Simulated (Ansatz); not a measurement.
This guess for Ge3Pd is about to be relaxed.

```
Ge Pd
1.0
     3.73851    0.00000    0.00000
    -1.86926    3.23765    0.00000
     0.00000    0.00000    6.20256
Ge Pd
3 1
Direct
  0.29553 0.00000 0.50000
  0.00000 0.29553 0.50000
  0.70447 0.70447 0.50000
  0.00000 0.00000 0.00000
```

All numbers below come from DFT PBE, scalar-relativistic, plane waves, PAW in Ansatz. Cutoff 420 eV, Gaussian smearing, Γ-centred meshes. Cell and atoms relax first on a coarse mesh and then on a finer one. In between, the cell is made exact in the group found at 0.06 Å. In metals the finer mesh still leaves noise of several meV/atom or more. The steps can't lower the symmetry of their start. No spin polarisation in the relaxation; trial moments died out in a coarse test.

A guess keeps its type if space group and coordination stay and the shape of the cell changes little (axis ratios within about 15 %, angles within 6°); the volume may change.

Question: Will the relaxed cell still be of the starting type?

Answer: It doesn't keep its type. The symmetry stays P-62m (No. 189). The volume per atom shrinks by 0.5 %, from 18.8 to 18.7 Å³. The shortest distance goes from 1.91 Å (Ge–Ge) to 2.62 Å (Ge–Pd). The ratio c/a of the conventional cell changes by a factor of 0.31. Counting neighbours within 15 % of an atom's shortest distance, the start has Ge 2, Pd 12 and the end Ge 8, Pd 8. In detail, at the end Ge is surrounded by 2 Pd at 2.62 Å and 6 Ge at 2.87–2.90 Å; around Pd lie 6 Ge at 2.62 Å and 2 Pd at 2.87 Å.

Space group P-62m (No. 189). a = 5.486 Å, b = 5.486 Å, c = 2.865 Å, α = 90.00°, β = 90.00°, γ = 120.00°
```tsv
atom	site	symmetry	x	y	z
Ge	3g	m2m	0.4003	0.0000	0.5000
Pd	1a	-62m	0.0000	0.0000	0.0000
```

The last run used a 12×12×16 mesh (in the run's order of axes) for its 4-atom cell and Gaussian smearing of 0.10 eV. A structure relaxed within its symmetry needn't be a true minimum.
